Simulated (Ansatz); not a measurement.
Here is the system:

MgB$_{3}$N$_{3}$:
Space group C2 (No. 5); a = 7.4817 Å, b = 4.3195 Å, c = 15.1134 Å, α = γ = 90.00°, β = 90.75°

```csv
atom,site,symmetry,x,y,z
B,2b,2,0.5000,0.6321,0.5000
N,2b,2,0.5000,0.9655,0.5000
N,2a,2,0.0000,0.8234,0.0000
B,2a,2,0.0000,0.1565,0.0000
B,4c,1,0.3334,0.1322,0.5000
N,4c,1,0.3333,0.4655,0.5000
N,4c,1,0.1667,0.3234,0.0000
B,4c,1,0.3334,0.1568,0.0000
Mg,4c,1,0.1672,0.3084,0.2499
```
(The calculation used a cell of 14 atoms; values per cell refer to that cell.)

This is the r²SCAN-relaxed structure.

### Question
All from the program Ansatz at the r²SCAN level (PAW), unless another level is named. Estimate the smallest direct gap on the standard path.

### Answer
0.95 eV.

### Question
Predict the formation energy from the elements (no fitted shifts).

### Answer
-0.97 eV/atom.

### Question
Next, the electron effective mass?

### Answer
0.13, 1.00, 11 mₑ (principal values).

The start of the workflow was typed in or built on a structure type; neither database checked (COD, Materials Project) lists it. Whether it is the stable phase at ambient conditions was not checked. The cell was relaxed with r²SCAN under the symmetry of its start; whether a distortion lowers the energy is not shown. The volume moved by 110 % from the start of the relaxation. The references are the lowest solids computed at this level, not always the standard phases (solids in place of the gases).

Potentials: the earlier of the program's two PAW sets.
